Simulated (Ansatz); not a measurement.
Values for one crystal, relaxed and computed with r²SCAN (plane waves, PAW; program Ansatz); other levels are named.

```yaml
volume_per_atom: 11.40 Å³
band_gap: 4.02 eV (indirect)
Gap with spin–orbit coupling: 4.01 eV
conduction_band_minimum: off the standard path, at k = (0.401, 0.307, 0.000)
electron_effective_mass: 0.89, 0.89, 4.9 mₑ (principal values)
hole_effective_mass: 1.2 along y, 1.6 along z (mₑ)
Hole effective mass with spin–orbit coupling: 1.2 along y, 1.6 along z (mₑ)
```

Q: Which of these materials gives this?
A. SrTiO3, I4/mcm (Sr on 4b, Ti on 4c, O on 8h, O on 4a)
B. BiClO, P4/nmm (Bi on 2c, Cl on 2c, O on 2a)
C. ZrO2, Pnma (Zr on 4c, O on 4c, O on 4c)
D. BPO4, I-4 (B on 2d, P on 2a, O on 8g)

A: C, ZrO2, Pnma (Zr on 4c, O on 4c, O on 4c)

The first step of the workflow began from a Materials Project structure, measured or hypothetical; the Crystallography Open Database copy checked does not list it. It is not the phase usual at ambient conditions (space group No. 14). Symmetry was held in the r²SCAN relaxation; whether a distortion lowers the energy is not shown. The run is not spin-polarised. Scalar-relativistic: spin–orbit coupling is off unless named, which matters more the heavier the elements.

Potentials: the later of the program's two PAW sets.
